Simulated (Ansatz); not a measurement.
# NaCl: settings compared (Ansatz)

input.yaml:

```yaml
crystal:
  lattice:
    - [0.0, 2.892883, 2.892883]
    - [2.892883, 0.0, 2.892883]
    - [2.892883, 2.892883, 0.0]
  atoms:
    - { symbol: Na, position: [0.0, 0.0, 0.0] }
    - { symbol: Cl, position: [0.5, 0.5, 0.5] }
  symmetry: { tolerance: 0.0003 }
kpoints:
  mp_grid: { grid: [5, 5, 5], shift: [0, 0, 0] }
magnetization:
  spin_polarized: false
scf:
  occupations: { method: cold, width: 0.0138 }
hamiltonian:
  pseudopotentials: { kind: paw }
  xc: r2scan
basis:
  ecutwfc: 500
output:
  forces: true
  stress: true
  eigenvalues: true
```

The command:

```bash
ansatz run input.yaml --threads 1 --pin off --max-ram 2560MiB --backend cpu --events-out ev --progress --plain --runs-dir out
```

Origin of the cell: a database entry, scaled a little.

Output of this run (shortened):

```
Pseudopotentials: kind: paw
Pseudopotential: Na, paw, valence charge 9, recommended cutoff 500 eV (meta_gga), Na.paw.azcp
Pseudopotential: Cl, paw, valence charge 7, recommended cutoff 500 eV (meta_gga), Cl.paw.azcp
Functional definition: r2SCAN
  exchange = r2scan_x(k0 = k0, k1 = k1, a1 = a1)
  correlation = r2scan_c
Crystal: 2 atoms, lattice volume = 48.420 Å³
Basis set: ecut = 500 eV, 1243 PW (Γ), exchange–correlation on 120×120×120 points (64 copies of the dense FFT grid, shifted against one another)
Bands: 12, of which v1, the nominal top of the filled ones, is band 8 counted from 1 (7 counted from 0)
Symmetry: 48 space group operations
Space group: Fm-3m (ITA 225), of the structure as read, at distance tolerance 1.1e-3 Å
[… 7 lines left out …]
Initial density: superposition of atomic densities (neutral atoms: chi_scale 0, normalization atom), corrected by the library's trained network
Functional: x = r2scan, c = r2scan; τ floored in thin density (d = 2e-4 eV/Å³)
SCF iter   1: F=—  HF=-2576.288872 eV  Δρ=6.94e-3  dr2=1.05e-2  dr2_τ=1.40e-3
SCF iter   2: F=—  HF=-2576.296756 eV  S|Δr|=    0.00e0  Δρ=1.84e-3  dr2=8.20e-4  dr2_τ=2.12e-4
SCF iter   3: F=—  HF=-2576.296951 eV  S|Δr|=    0.00e0  Δρ=5.99e-4  dr2=1.01e-4  dr2_τ=1.48e-5
SCF iter   4: F=—  HF=-2576.296968 eV  S|Δr|=    0.00e0  Δρ=2.36e-4  dr2=1.05e-5  dr2_τ=1.98e-6
SCF iter   5: F=—  HF=-2576.296971 eV  S|Δr|=    0.00e0  Δρ=1.37e-5  dr2=4.32e-8  dr2_τ=1.15e-8
SCF iter   6: F=-2576.296971 eV  HF=-2576.296971 eV  S|Δr|=    0.00e0  Δρ=3.01e-6  dr2=5.90e-9  dr2_τ=3.14e-10
SCF 1 converged in 6 iterations: F = -2576.296971 eV  dr2 = 5.90e-9
SCF converged after 6 iterations
Stability not checked: this state was not tested for a lower state beside it, because cold or Methfessel-Paxton smearing, or corrected tetrahedra, fill the levels in a way that the test cannot read (fill_not_monotonic; […]
Free energy (F): -2576.296971 eV
Harris-Foulkes:  -2576.296971 eV  (|F-HF|=3.94e-9)
Internal energy: -2576.296971 eV  (E = F + TS)
E sigma→0 (E₀):  -2576.296971 eV
Fermi energy:    2.935627 eV
--- Per-component energies (eV) ---
  E_band       = -259.678751
  E_kinetic    = 281.880654
  E_local      = -1568.888406  (includes V_loc(G=0)·N_el)
  E_nonlocal   = 144.054920
  E_hartree    = 555.095143
  E_xc         = -141.352686
  E_vxc        = -190.888035  (∫ρ·V_xc dr)
  E_paw        = -934.355672  (= ΣΔE_a)
  E_vpaw       = -48.345865  (= ΣTr[D̂ρ^β])
  E_aug_tail   = 0.000041  (compensation charges beyond the density's cutoff)
  E_vtau       = 12.318844  (kinetic-family band-sum trace: ∫τ·v_τ [+ j·A + Jᵃ·Aᵃ] dr)
  E_ewald      = -912.568290
  E_core_change = -0.162674  (= ΣΔE_core)
  E_smearing   = -0.000000  (= −TS)
  Σ components = -2576.296971   (vs F -2576.296971, Δ=0.00e0)
--- Forces (eV/Å), atoms counted from 1 ---
  atom   1  Na    -0.000000     0.000000    -0.000000
  atom   2  Cl     0.000000    -0.000000    -0.000000
  max |Σ_I F_I| component: 0.0 eV/Å
--- Stress (GPa, compression-positive) ---
       -2.063442      -0.000000      -0.000000
       -0.000000      -2.063442       0.000000
       -0.000000      -0.000000      -2.063442
  P = ⅓ Tr σ = -2.0634 GPa (-20.634 kbar)
```

The same input was run again with these changes:

1. `scf.eigensolver.kind` default → davidson; typed moments: none
2. `scf.algorithm` default → density_mixing; `scf.occupations.method` cold → methfessel_paxton; `scf.occupations.width` 0.0138 → 0.1; `accuracy` default → high
3. `basis.xc_grid` default → 3; `hamiltonian.xc` r2scan → pbe
4. `scf.occupations.width` 0.0138 → default; `scf.occupations.method` cold → tetrahedron

| run | end | SCF iterations | P (GPa) | max force component (eV/Å) | moment (μB) | ΔE(σ→0) (meV/atom) |
| --- | --- | --- | --- | --- | --- | --- |
| base | converged | 6 | -2.06 | 0.000 | – | 0 |
| 1 | converged | 5 | -2.06 | 0.000 | – | 0.00 |
| 2 | converged | 8 | -2.06 | 0.000 | – | 0.00 |
| 3 | converged | 8 | -0.99 | 0.000 | – | – |
| 4 | converged | 6 | -2.06 | 0.000 | – | 0.00 |

Energies are compared only where functional, datasets, charge and starting cell are the same.

Run 4: forces and stress under tetrahedra may miss the slope of the energy.

The base run took 1.6 s on 1 thread of Arm Neoverse V2 (shared host), peak memory 0.37 GiB, from the program's own first density.
